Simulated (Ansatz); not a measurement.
Relaxed-ion elastic tensor of KCdCO3F in space group P-6m2 (No. 187; Pearson symbol hP7) in GPa (Voigt order), PBE (plane waves, PAW; program Ansatz); density 3.74 g/cm³, 14.63 Å³ per atom.

```tsv
	1	2	3	4	5	6
1	92.1	45.1	34.8	0.0	0.0	0.0
2	45.1	92.1	34.8	0.0	0.0	0.0
3	34.8	34.8	99.7	0.0	0.0	0.0
4	0.0	0.0	0.0	19.4	0.0	0.0
5	0.0	0.0	0.0	0.0	19.4	0.0
6	0.0	0.0	0.0	0.0	0.0	23.5
```

Q: Is the crystal mechanically stable?

A: Yes: the smallest eigenvalue of C is 19.4 GPa.

Q: Work out the Voigt, Reuss and Hill averages.

A: K_V = 57.0, K_R = 57.0, K_H = 57.0; G_V = 23.7, G_R = 22.9, G_H = 23.3 GPa.

Q: Give Young's modulus, Poisson's ratio, Pugh's ratio and the universal anisotropy index.

A: E = 9KG/(3K + G) = 61.5 GPa; ν = 0.32; K/G = 2.45 (ductile by the Pugh limit of 1.75); A_U = 5G_V/G_R + K_V/K_R − 6 = 0.19.

Q: Estimate the sound speeds and the Debye temperature.

A: v_l = √((K + 4G/3)/ρ) = 4860 m/s, v_t = √(G/ρ) = 2500 m/s, mean 2800 m/s; Θ = (h/k)(3n/4πV)^(1/3) v_m = 340 K.

Q: Solve the Christoffel equation for the three sound speeds along x, y, z.

A: Eigenvalues of C_ijkl n_j n_l equal ρv² (piezoelectric stiffening left out). In km/s, slowest first: x 2.28, 2.51, 4.96; y 2.28, 2.51, 4.96; z 2.28, 2.28, 5.16.

Q: How much does each axis shrink under pressure?

A: Linear compressibilities β_i = Σ_j S_ij (j = 1 to 3): x 5.8, y 5.8, z 6.0 per TPa.

The workflow started from an entry of the Crystallography Open Database (COD, 293 K), which files this formula under 2 space groups. Whether it is the stable phase at ambient conditions was not checked. Symmetry was held in the PBE relaxation. At this level the phase is dynamically unstable (imaginary phonons).

Potentials: the later of the program's two PAW sets.
